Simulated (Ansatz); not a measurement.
Cd₅Se₃S₂ (R3m) at 2 levels of theory

One geometry, relaxed with PBE; plane waves with PAW potentials in Ansatz, scalar-relativistic. No spin polarisation. Gaps are the least over mesh and band path; pressure is positive in compression.

```
Cd Se S
1.0
     2.15125    1.24202   17.59428
    -2.15125    1.24202   17.59428
     0.00000   -2.48405   17.59428
Cd Se S
5 3 2
Direct
  0.00213 0.00213 0.00213
  0.59993 0.59993 0.59993
  0.19781 0.19781 0.19781
  0.80107 0.80107 0.80107
  0.39886 0.39886 0.39886
  0.95130 0.95130 0.95130
  0.54923 0.54923 0.54923
  0.75026 0.75026 0.75026
  0.14918 0.14918 0.14918
  0.35024 0.35024 0.35024
```

| level | cutoff (eV) | k mesh | gap (eV) | pressure (GPa) |
| --- | --- | --- | --- | --- |
| PBE | 420 | 12×12×12 | 0.58 | 0.0 |

Q: What comes out on the same cell with LDA?

A:
| level | cutoff (eV) | k mesh | gap (eV) | pressure (GPa) |
| --- | --- | --- | --- | --- |
| LDA | 420 | 12×12×12 | 0.31 | -4.5 |

The cell was found from a structure generator's guess, not taken from experiment.
